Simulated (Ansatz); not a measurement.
Relaxed-ion elastic tensor of As in space group I4_132 (No. 214; As on 8a) in GPa (Voigt order), DFT-r²SCAN in the program Ansatz with PAW potentials; density 3.03 g/cm³, 41.04 Å³ per atom.

```
29.3  32.9  32.9   0.0   0.0   0.0
32.9  29.3  32.9   0.0   0.0   0.0
32.9  32.9  29.3   0.0   0.0   0.0
 0.0   0.0   0.0   0.7   0.0   0.0
 0.0   0.0   0.0   0.0   0.7   0.0
 0.0   0.0   0.0   0.0   0.0   0.7
```

Problem. Is the crystal mechanically stable?

Solution. No: the smallest eigenvalue of C is -3.6 GPa.

The start of the workflow was typed in or built on a structure type; neither database checked (COD, Materials Project) lists it. It is not the phase usual at ambient conditions (space group No. 166). The r²SCAN relaxation kept the symmetry of its start. At this level the phase is mechanically unstable. The volume moved by 53 % from the start of the relaxation. As this level gives no gap, shear constants depend on the k-mesh and smearing (Fermi–Dirac, 0.1 eV here).

Potentials: the earlier of the program's two PAW sets.
